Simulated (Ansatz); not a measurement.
## How far is PAW off for LaTl?

```xyz
2
Lattice="3.9360 0.0000 0.0000 0.0000 3.9360 0.0000 0.0000 0.0000 3.9360" Properties=species:S:1:pos:R:3 pbc="T T T"
La    0.0000    0.0000    0.0000
Tl    1.9680    1.9680    1.9680
```

Atom numbers follow the list: La1, Tl2.

The conventional cell has a = 3.936 Å, b = 3.936 Å, c = 3.936 Å, α = 90.00°, β = 90.00°, γ = 90.00°. Around La (atom 1) lie 8 Tl at 3.41 Å. Tl (atom 2) has 8 La at 3.41 Å as nearest neighbours.

The cell is COD entry 1523872, as deposited and not checked against the literature; nothing was relaxed.

No spin–orbit coupling, which matters for the heavy atoms here.

Levels of theory: DFT, PBEsol, PAW with Ansatz's default frozen-core files, scalar-relativistic (Ansatz 0.2.0); DFT, PBEsol, all-electron PAW with datasets made for the crystal, scalar-relativistic (Ansatz 0.2.0); DFT, PBEsol, all-electron LAPW, scalar-relativistic (Ansatz 0.2.0).

For PAW: a Γ-centred 10×10×10 k mesh, Fermi–Dirac smearing of 0.05 eV, cutoff 420 eV, no spin polarisation; the PAW files were made with PBE, and the program remakes their frozen cores for this functional. The crystal-made all-electron datasets (AE datasets) take a cutoff of 260 eV at this cell. LAPW targets a basis error of 0.25 meV/atom. The Ansatz runs share mesh, smearing and spin set-up. Plane-wave (PAW) pressures include the program's estimate of the Pulay term.

Stress and pressure are positive in compression.

Levels count from the Fermi level.

| quantity | PAW | AE datasets | LAPW |
| --- | --- | --- | --- |
| pressure (GPa) | -0.67 | -0.64 | -0.64 |
| highest filled level at X (eV) | -0.046 | -0.046 | -0.046 |
| lowest empty level at X (eV) | 0.562 | 0.561 | 0.561 |
| highest filled level at R (eV) | -2.441 | -2.441 | -2.441 |
| lowest empty level at R (eV) | 1.676 | 1.697 | 1.697 |

PAW's pressure differs from the LAPW value by -0.02 GPa.
